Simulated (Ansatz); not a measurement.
Level of theory: Ansatz, DFT PBE, scalar-relativistic, plane waves, PAW. All cells share a 420 eV cutoff and Γ-centred k meshes spaced at most about 0.3 Å⁻¹ (about 0.25 or finer for metals, 2π included). No spin polarisation in the final relaxations.

These are static total energies at zero pressure.

Two relaxed structures of SnSe5:

A.

```
Sn Se
1.0
     6.47248    0.00000    0.00000
    -3.23624    5.60533    0.00000
     0.00000    0.00000    3.91396
Sn Se
1 5
Direct
  0.00000 0.00000 0.50000
  0.33333 0.66667 0.50000
  0.00000 0.65042 0.00000
  0.65042 0.00000 0.00000
  0.34958 0.34958 0.00000
  0.66667 0.33333 0.50000
```

B.

```
Sn Se
1.0
     3.82511    0.00000    0.00000
    -1.91256    3.31264    0.00000
     0.00000    0.00000   11.54310
Sn Se
1 5
Direct
  0.00000 0.00000 0.00000
  0.66667 0.33333 0.84599
  0.00000 0.00000 0.64998
  0.66667 0.33333 0.50000
  0.00000 0.00000 0.35002
  0.66667 0.33333 0.15401
```

Question: Which would you expect to be lower, and how large is the difference?

Answer: B is lower, by 28 meV/atom. A has space group P-62m (No. 189), 23.7 Å³/atom and no gap on its mesh; B has space group P-6m2 (No. 187), 24.4 Å³/atom and no gap. Counting Se atoms around Sn (those within 1.25 times the shortest such distance or 1.15 times the sum of covalent radii, 1.27 where that leaves under three; a plus sign parts nearer from farther groups), A has Sn 6+6 and B has Sn 6. Even the lower one lies +0.16 eV/atom against the reference forms of the elements (uncorrected), so neither is stable at this level. In A, Sn has 6 Se at 2.99 Å and 6 Se at 3.74 Å; Se on a site of symmetry -6 has 6 Se at 2.88 Å; around Se on a site of symmetry m2m lie 4 Se at 2.88 Å and 2 Sn at 2.99 Å. In B, Sn has 6 Se at 2.84 Å; Se on a site of symmetry 3m has 3 Sn at 2.84 Å and 3 Se at 3.16 Å; Se on a second site of symmetry 3m has 3 Se at 2.81 Å and 3 Se at 3.16 Å; 1 more site not described. Both come from invented guesses.

No dispersion correction is applied, so the spacing and binding between layers, chains or molecules are poorly described (P-6m2), and this can change margins and order among such cells. Cells relaxed within their symmetry can be saddle points.
